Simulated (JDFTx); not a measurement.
```yaml
surface: Nb(100)
bulk: Nb, Im-3m, lattice of mp-75 (not re-optimised)
slab: 6 atoms in 6 planes, 1x1, 8.0 Å between the outermost planes
in-plane cell: 3.318 × 3.318 Å, 11.01 Å²
cell_height: 24.3 Å
sampling: 6×6×1 k mesh, Fermi smearing 0.01 Ha, no spin polarisation
```

Level of theory: PBE, GBRV ultrasoft potentials, plane waves to 20/100 Ha; code: a modified build of JDFTx. Liquid on both sides: CANDLE, acetonitrile, 1 M NaF; nuclei fixed. 

Charging data:

| U − U_pzc (V) | σ (μC/cm²) |
|---|---|
| 0.00 | 0.00 |
| 0.28 | 5.74 |
| 0.58 | 11.97 |

Worked example: a check of Lippmann's equation. The grand free energy per area against the neutral slab, Δγ = [F(N) − F(N₀) − μ(N − N₀)]/2A, is taken from the total energies of the same runs.

```csv
U − U_pzc (V),Δγ (mJ/m²)
0.00,0.0
0.28,-7.9
0.58,-34.6
```

Δγ is largest at zero charge and falls away from it, as dγ/dU = −σ demands. At 0.58 V the computed -34.6 mJ/m² stands beside -34.7 mJ/m² from the constant-capacitance formula.
